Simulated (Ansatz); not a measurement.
Mg$_{2}$Si (antifluorite type, space group Fm-3m)

```yaml
crystal:
  lattice:
    - [0.00000, 3.18242, 3.18242]
    - [3.18242, 0.00000, 3.18242]
    - [3.18242, 3.18242, 0.00000]
  atoms:
    - { symbol: Si, position: [0.00000, 0.00000, 0.00000] }
    - { symbol: Mg, position: [0.25000, 0.25000, 0.25000] }
    - { symbol: Mg, position: [0.75000, 0.75000, 0.75000] }
```

Two coordinates are scanned: the volume, and the ratio of the stretch along z (the conventional c axis) to the stretch across it. Atoms keep their fractional coordinates.

The numbers are results of PBE (plane waves to 420 eV, PAW, scalar-relativistic; Ansatz, a program for electronic structure), not measurements. k mesh 9×9×9 (Γ-centred), Fermi-Dirac smearing 0.05 eV. Energies are smeared free energies. As the smearing reaches across the gap at some points, the response to shear is sensitive to the k mesh, so small differences along c/a are uncertain. Mg2Si was relaxed with its symmetry unable to fall. ΔE is measured from the relaxed starting cell.

### Question
What ΔE (kJ/mol of atoms) does the calculation give at all points of the grid V/V₀ = 0.960, 0.980, 1.000, 1.020, 1.040 by (c/a)/(c/a)₀ = 0.920, 0.960, 1.000, 1.040, 1.080?

### Answer
ΔE (kJ/mol of atoms), with V/V₀ across and (c/a)/(c/a)₀ down:

```
(c/a)/(c/a)₀ \ V/V₀  0.960  0.980  1.000  1.020  1.040
-------------------  -----  -----  -----  -----  -----
0.920                  3.3    2.8    2.7    2.8    3.1
0.960                  1.3    0.8    0.7    0.8    1.2
1.000                  0.6    0.1    0.0    0.1    0.5
1.040                  1.2    0.8    0.6    0.8    1.1
1.080                  3.0    2.6    2.4    2.5    2.9
```

(A scan under strain: stresses follow from slopes of the energy per volume, elastic moduli from its curvatures.)
